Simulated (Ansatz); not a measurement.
AuCu3-type BaSi3

The computed numbers are results of PBE, scalar-relativistic (no spin polarisation) in the plane-wave PAW code Ansatz at 420 eV, Γ-centred 8×8×8 mesh, 0.05 eV Gaussian smearing. The datasets are Ansatz's generated set soft_2.

```yaml
crystal:
  lattice:
    - [4.48722, 0.00000, 0.00000]
    - [0.00000, 4.48722, 0.00000]
    - [0.00000, 0.00000, 4.48722]
  atoms:
    - { symbol: Ba, position: [0.00000, 0.00000, 0.00000] }
    - { symbol: Si, position: [0.00000, 0.50000, 0.50000] }
    - { symbol: Si, position: [0.50000, 0.50000, 0.00000] }
    - { symbol: Si, position: [0.50000, 0.00000, 0.50000] }
```

This is a trial structure made by placing the elements on a prototype's sites, so it needn't be the stable form.

Cell and atoms are those of this level's equilibrium.

The cell has space group Pm-3m (read at 0.01 Å). In it the stress is 0.00, 0.00, 0.00, 0.00, 0.00, 0.00 GPa and the largest force component 0.000 eV/Å. Each change below starts from this cell, without further relaxation. Stress is in GPa, positive in compression, in the order xx, yy, zz, yz, xz, xy; energies are counted from the cell above and are free energies with the smearing's entropy, which match forces and stress in a metal.

Q: What happens when atom 2 (Si) is moved by 0.02 Å along z?

A: The energy changes by 0.5 meV per cell, and the force on it along the shift is -0.052 eV/Å (−F/u = 2.62 eV/Å²). Stress: 0.00, 0.01, 0.00, 0.00, 0.00, 0.00.
```tsv
atom	Fx (eV/Å)	Fy	Fz
Ba1	0.000	0.000	0.090
Si2	0.000	0.000	-0.052
Si3	0.000	0.000	-0.043
Si4	0.000	0.000	0.006
```

Q: What happens when atom 3 (Si) is moved by 0.12 Å along z?

A: The energy changes by -34.7 meV per cell, and the force on it along the shift is 0.557 eV/Å (−F/u = -4.64 eV/Å²). Stress: -0.12, -0.12, 0.40, 0.00, 0.00, 0.00.
```
atom  Fx (eV/Å)     Fy      Fz
 Ba1      0.000  0.000  -0.076
 Si2      0.000  0.000  -0.240
 Si3      0.000  0.000   0.557
 Si4      0.000  0.000  -0.240
```

Q: What stress follows from an engineering strain of 2 % in zz, atoms carried along?

A: -0.43, -0.43, -2.03, 0.00, 0.00, 0.00 GPa; the energy changes by 11.7 meV per cell.
The change of the stress over the strain gives a clamped-atom stiffness of about 102 GPa for this component, a secant value that lies under the elastic constant in tension and over it in compression, by several per cent for each per cent of strain.
In a harmonic crystal the energy would rise by V(½Cε² − σ₀ε), with σ₀ the stress of the unstrained cell, = 11.5 meV, which matches.

Q: What stress follows from an engineering strain of 2 % in xy, atoms carried along?

A: 0.05, 0.05, -0.03, 0.00, 0.00, -0.68 GPa; the energy changes by 3.8 meV per cell.
The change of the stress over the strain gives a clamped-atom stiffness of about 34 GPa for this component.
In a harmonic crystal the energy would rise by V(½Cε² − σ₀ε), with σ₀ the stress of the unstrained cell, = 3.9 meV, which matches.

Q: All atoms and the cell are disturbed at random:
```xyz
4
Lattice="4.5164 -0.0013 -0.0337 -0.0013 4.4532 0.0070 -0.0337 0.0070 4.4023" Properties=species:S:1:pos:R:3 pbc="T T T"
Ba    0.0048   -0.0216    0.0025
Si   -0.0449    2.2656    2.2088
Si    2.2668    2.2187   -0.0121
Si    2.2547   -0.0040    2.1764
```
Give the energy change, the stress and the forces.

A: 19.7 meV per cell; stress 0.02, 1.17, 2.25, -0.12, 0.53, 0.05 GPa.
```tsv
atom	Fx (eV/Å)	Fy	Fz
Ba1	0.090	0.334	-0.038
Si2	-0.204	-0.207	-0.004
Si3	0.064	-0.054	0.016
Si4	0.050	-0.073	0.026
```

Q: All atoms and the cell are disturbed at random:
```
CELL_PARAMETERS angstrom
4.48176 0.07223 0.00184
0.07223 4.40615 0.05125
0.00184 0.05125 4.48401
ATOMIC_POSITIONS crystal
Ba 0.99444 0.97976 0.98912
Si 0.99565 0.46434 0.50577
Si 0.50721 0.52072 0.00528
Si 0.50270 0.03518 0.49983
```
Give the energy change, the stress and the forces.

A: 43.2 meV per cell; stress 0.88, 3.44, 0.78, -1.34, -0.06, -1.06 GPa.
```tsv
atom	Fx (eV/Å)	Fy	Fz
Ba1	0.340	0.365	0.571
Si2	-0.151	-0.061	-0.419
Si3	-0.046	-0.980	0.126
Si4	-0.143	0.676	-0.278
```

No spin–orbit coupling, a notable omission for heavy elements. A displaced or strained copy of the relaxed cell lay 8.7 meV/atom lower, so the structure isn't a true minimum at this level.
